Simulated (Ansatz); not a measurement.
GaBi in space group P4_2/mmc (No. 131; Ga on 2c, Bi on 2e), DFT-PBE in the program Ansatz with PAW potentials, all energies at zero smearing, with the estimated change up to a 700 eV cutoff added, with one set of potentials and settings (totals compare only within such a set). Cell of 4 atoms (2 Ga, 2 Bi): -32357.787 eV.

| element | reference phase | E (eV/atom) |
|---|---|---|
| Ga | Cmce, 4 atoms in the cell | -3783.0209 |
| Bi | R-3m, 2 atoms in the cell | -12396.5536 |

Formation energy per atom, worked out: (-32357.787 − 2×(-3783.0209) − 2×(-12396.5536))/4 = 0.340 eV/atom (33 kJ per mol of atoms), at 0 K, without zero-point energy or fitted corrections.

A made-up cell: these elements were put on the sites of a structure type; neither database checked (COD, Materials Project) lists it. Its standing as an ambient phase is unchecked. Symmetry was held in the PBE relaxation; whether a distortion lowers the energy is not shown. The references are the lowest solids computed at this level, not always the standard phases. Scalar-relativistic: spin–orbit coupling is off unless named, which matters more the heavier the elements.

Potentials: the later of the program's two PAW sets.
